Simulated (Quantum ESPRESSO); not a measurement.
## Band energies of K

```xyz
1
Lattice="0.0000 3.3919 3.3919 3.3919 0.0000 3.3919 3.3919 3.3919 0.0000" Properties=species:S:1:pos:R:3 pbc="T T T"
K      0.0000     0.0000     0.0000
```

PBEsol (Quantum ESPRESSO, PseudoDojo norm-conserving, 74 Ry, scalar-relativistic); path ΓXWKΓLUWLK,UX; energies in eV from the Fermi level.

```
k (1/Å)  point  band 1  band 2  band 3  band 4  band 5  band 6  band 7
-------  -----  ------  ------  ------  ------  ------  ------  ------
0.00         Γ  -32.03  -15.54  -15.54  -15.54   -2.07    4.16    4.16
0.35            -32.02  -15.56  -15.55  -15.55   -1.55    3.35    4.21
0.69            -32.02  -15.58  -15.56  -15.56   -0.14    2.40    2.52
0.93         X  -32.02  -15.59  -15.56  -15.56    0.93    1.32    2.35
1.04            -32.02  -15.59  -15.56  -15.56    0.99    1.34    2.27
1.39         W  -32.02  -15.58  -15.58  -15.56    1.44    1.69    1.69
1.72         K  -32.02  -15.58  -15.57  -15.56    1.22    1.51    1.65
1.83            -32.02  -15.58  -15.58  -15.55    0.81    1.67    1.79
2.15            -32.02  -15.58  -15.56  -15.55   -0.83    2.46    3.08
2.48            -32.03  -15.55  -15.54  -15.54   -1.86    3.66    4.11
2.70         Γ  -32.03  -15.54  -15.54  -15.54   -2.07    4.16    4.16
2.80            -32.03  -15.54  -15.54  -15.54   -2.02    4.02    4.17
3.10            -32.02  -15.57  -15.54  -15.54   -1.39    2.70    4.21
3.40            -32.02  -15.59  -15.55  -15.55   -0.11    1.00    3.97
3.50         L  -32.02  -15.60  -15.55  -15.55    0.33    0.53    3.95
3.73            -32.02  -15.59  -15.56  -15.55    0.56    0.65    3.29
4.07         U  -32.02  -15.58  -15.57  -15.56    1.22    1.51    1.65
4.40         W  -32.02  -15.58  -15.58  -15.56    1.44    1.69    1.69
4.68            -32.02  -15.59  -15.57  -15.55    0.86    0.93    2.65
4.96            -32.02  -15.59  -15.55  -15.55    0.37    0.55    3.81
5.05         L  -32.02  -15.60  -15.55  -15.55    0.33    0.53    3.95
5.21            -32.02  -15.59  -15.55  -15.55    0.45    0.59    3.57
5.46            -32.02  -15.58  -15.57  -15.55    0.91    1.03    2.38
5.62         K  -32.02  -15.58  -15.57  -15.56    1.22    1.51    1.65
5.62         U  -32.02  -15.58  -15.57  -15.56    1.22    1.51    1.65
5.95         X  -32.02  -15.59  -15.56  -15.56    0.93    1.32    2.35
```

A metal at this level: along this path band 5 crosses the Fermi level.

Geometry of the Materials Project entry, not relaxed at this level.

This is not the ordinary phase of the substance; no match was found in the copy of COD used, and its stability was not checked.
